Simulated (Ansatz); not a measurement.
Given:

CsPbCl3 (cubic perovskite)

```
CsPbCl3
1.0
    5.73565     0.00000     0.00000
    0.00000     5.73565     0.00000
    0.00000     0.00000     5.73565
Cs Pb Cl
1 1 3
Direct
  0.00000   0.00000   0.00000
  0.50000   0.50000   0.50000
  0.00000   0.50000   0.50000
  0.50000   0.50000   0.00000
  0.50000   0.00000   0.50000
```

The volume is varied about the relaxed value V₀ at fixed cell shape. Symmetry pins the atoms to their sites.

These are PBE (plane waves to 420 eV, PAW, scalar-relativistic; Ansatz, an electronic-structure program) values and carry that method's errors. k mesh 6×6×6 (Γ-centred), Fermi-Dirac smearing 0.05 eV. The energy includes the smearing's −TS. Compression counts positive. CsPbCl3 was relaxed with its symmetry unable to fall. Spin-orbit coupling is left out, though Pb is heavy. The PAW data are Ansatz's earlier set. This is a high-temperature form of CsPbCl3. ΔE is measured from the relaxed starting cell.

The scan covers V/V₀ from 0.940 to 1.060 in 13 points.

**Question.** What is ΔE at V/V₀ = 0.940?

**Answer.** 10.4 meV/atom.

**Question.** What is ΔE at V/V₀ = 1.060?

**Answer.** 8.3 meV/atom.

**Question.** What pressure does the cell carry at V/V₀ = 0.940?

**Answer.** 1.56 GPa.

(A scan under strain: stresses follow from slopes of the energy per volume, elastic moduli from its curvatures.)
